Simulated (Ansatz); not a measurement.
InSe (started from an entry of an open crystallographic database): a band-structure calculation in Ansatz (PBE). The cell was relaxed beforehand with r2SCAN+rVV10.

Input (YAML):
```yaml
crystal:
  lattice:
    - [4.0181119028, 0.0, 0.0]
    - [-2.0090559514, 3.4797869831, 0.0]
    - [0.0, 0.0, 16.9256136098]
  atoms:
    - { symbol: In, position: [0.3333333333, 0.6666666667, 0.1677023334] }
    - { symbol: In, position: [0.6666666667, 0.3333333333, 0.6677023334] }
    - { symbol: In, position: [0.3333333333, 0.6666666667, 0.3322976666] }
    - { symbol: In, position: [0.6666666667, 0.3333333333, 0.8322976666] }
    - { symbol: Se, position: [0.3333333333, 0.6666666667, 0.5927860123] }
    - { symbol: Se, position: [0.6666666667, 0.3333333333, 0.0927860123] }
    - { symbol: Se, position: [0.3333333333, 0.6666666667, 0.9072139877] }
    - { symbol: Se, position: [0.6666666667, 0.3333333333, 0.4072139877] }
kpoints:
  mp_grid: { grid: [12, 12, 2] }
  band_path:
    path:
      - [[0.0, 0.0, 0.0], [0.5, 4.523685226682e-17, -9.529085823115e-35], [0.3333333333333, 0.3333333333333, -1.978522721648e-34], [0.0, 0.0, 0.0], [-1.698165251978e-53, -2.614168210911e-53, 0.5], [0.5, 4.523685226682e-17, 0.5], [0.3333333333333, 0.3333333333333, 0.5], [-1.698165251978e-53, -2.614168210911e-53, 0.5]]
      - [[0.5, 4.523685226682e-17, 0.5], [0.5, 4.523685226682e-17, -9.529085823115e-35]]
      - [[0.3333333333333, 0.3333333333333, 0.5], [0.3333333333333, 0.3333333333333, -1.978522721648e-34]]
    npoints: 10
hamiltonian:
  xc: pbe
scf:
  occupations: { method: fermi_dirac, width: 0.02 }
  n_extra_bands: 6
output:
  forces: true
  stress: true
  eigenvalues: true
```

Run as `ansatz run input.yaml --threads 2 --pin off --max-ram 29491MiB --backend cpu --events-out ev --progress --plain --runs-dir out`.

Question: It ran on 2 threads of AMD EPYC 7R13 Processor (Zen 3), with other jobs on the host, load about 2.2 per core. About how long did it take, and what peak of host memory did it reach?

Answer: About 24 s, with a peak of 1.1 GiB.

What the program printed (shortened):
```
scf.n_extra_bands = 6 over 58 filled bands (N_el = 116.0): the run solves 64 bands
Functional definition: PBE
Crystal: 8 atoms, lattice volume = 236.657 Å³
Basis set: ecut = 420 eV, 4653 PW (Γ)
Symmetry: 24 space group operations
Space group: P63/mmc (ITA 194)
k-points: 38 of 288
SCF iter   1: HF=-44271.775373 eV  Δρ=1.60e-3  dr2=1.50e-2
preconditioner: auto → Resta (q_TF=auto, 2.423 Å⁻¹)  ε∞=3.7  [insulator: Δε(μ)=0.443 eV  σ=0.020 eV  ℏωp=21.0 eV]
SCF iter   2: HF=-44271.772016 eV  Δρ=6.07e-4  dr2=8.20e-4
SCF iter   3: HF=-44271.772286 eV  Δρ=2.80e-4  dr2=1.81e-4
SCF iter   4: HF=-44271.772443 eV  Δρ=5.09e-5  dr2=8.37e-6
SCF iter   5: HF=-44271.772497 eV  Δρ=1.75e-5  dr2=8.26e-7
SCF iter   6: HF=-44271.772498 eV  Δρ=3.46e-6  dr2=4.34e-8
SCF 1 converged in 6 iterations: F = -44271.772498 eV  dr2 = 4.34e-8
SCF converged after 6 iterations
Free energy (F): -44271.772498 eV
Fermi energy:    7.332476 eV
--- Forces (eV/Å), atoms counted from 1 ---
  atom   1  In      0.00000      0.00000      0.11598
  atom   2  In      0.00000      0.00000      0.11598
  atom   3  In      0.00000      0.00000    -0.11598
  atom   4  In      0.00000      0.00000    -0.11598
  atom   5  Se      0.00000      0.00000    -0.19500
  atom   6  Se      0.00000      0.00000    -0.19500
  atom   7  Se      0.00000      0.00000      0.19500
  atom   8  Se      0.00000      0.00000      0.19500
--- Stress (GPa, compression-positive) ---
        2.447057       0.000000       0.000000
        0.000000       2.447057       0.000000
        0.000000       0.000000       2.356809
  P = ⅓ Tr σ = 2.4170 GPa (24.170 kbar)
--- Band table (eV; the first three rows and the last of 38) ---
  k-point 0: bands = […, 5.8231, 5.9140, 5.9140, 5.9925, 5.9925, 7.1032, 7.5526, 8.7790, 9.2347, 9.2529, …]
  k-point 1: bands = […, 5.9616, 5.9616, 5.9616, 5.9616, 6.2458, 6.2458, 8.3291, 8.3291, 9.2480, 9.2480, …]
  k-point 2: bands = […, 5.6536, 5.7376, 5.8327, 5.9224, 5.9851, 7.0566, 8.0620, 8.9930, 9.5884, 9.6329, …]
  k-point 37: bands = […, 4.5606, 4.5606, 4.7779, 4.7779, 5.5406, 5.5406, 8.9202, 8.9202, 9.4856, 9.4856, …]
```

The rows of the band table are 0: (0, 0, 0) = Γ, 1: (0, 0, -1/2) = A, 2: (0, 0.083, 0), 37: (1/3, 1/3, -1/2) = H.

Levels along the path, in eV from the valence top (v1 is the last filled band, c1 the first empty one):

| point | distance (1/Å) | v3 | v2 | v1 | c1 | c2 |
| --- | --- | --- | --- | --- | --- | --- |
| Γ | 0.00 | -1.11 | -1.11 | 0.00 | 0.45 | 1.68 |
| · | 0.45 | -1.60 | -0.95 | -0.60 | 2.01 | 2.04 |
| M | 0.90 | -2.02 | -2.00 | -1.37 | 1.24 | 1.28 |
| · | 1.16 | -1.97 | -1.94 | -1.38 | 1.88 | 1.90 |
| K | 1.42 | -2.09 | -1.69 | -1.69 | 1.59 | 2.12 |
| · | 1.95 | -1.81 | -0.89 | -0.78 | 2.25 | 2.47 |
| Γ | 2.47 | -1.11 | -1.11 | 0.00 | 0.45 | 1.68 |
| · | 2.56 | -1.12 | -1.12 | -0.36 | 0.79 | 1.55 |
| A | 2.65 | -1.14 | -0.86 | -0.86 | 1.23 | 1.23 |
| · | 3.10 | -1.66 | -0.71 | -0.71 | 1.97 | 1.97 |
| L | 3.55 | -2.09 | -1.68 | -1.68 | 1.52 | 1.52 |
| · | 3.82 | -2.12 | -1.61 | -1.61 | 1.92 | 1.92 |
| H | 4.08 | -2.33 | -1.56 | -1.56 | 1.82 | 1.82 |
| · | 4.60 | -2.12 | -0.79 | -0.79 | 2.32 | 2.32 |
| A | 5.12 | -1.14 | -0.86 | -0.86 | 1.23 | 1.23 |
| L | 5.12 | -2.09 | -1.68 | -1.68 | 1.52 | 1.52 |
| · | 5.19 | -2.05 | -1.87 | -1.50 | 1.34 | 1.45 |
| · | 5.29 | -2.02 | -1.99 | -1.37 | 1.24 | 1.29 |
| M | 5.30 | -2.02 | -2.00 | -1.37 | 1.24 | 1.28 |
| H | 5.30 | -2.33 | -1.56 | -1.56 | 1.82 | 1.82 |
| · | 5.36 | -2.27 | -1.58 | -1.58 | 1.71 | 1.94 |
| · | 5.45 | -2.11 | -1.68 | -1.68 | 1.60 | 2.10 |
| K | 5.49 | -2.09 | -1.69 | -1.69 | 1.59 | 2.12 |

With PBE the gap is 0.45 eV and direct, at Γ. The gap is the least over the mesh and the extra points. With the atoms held, the mean pressure is +2.42 GPa (compression positive). The largest force is 0.20 eV/Å.

(Simulation; spin polarisation is off.)

Spin-orbit coupling is left out, which matters wherever the heavy atoms make up the band edges.
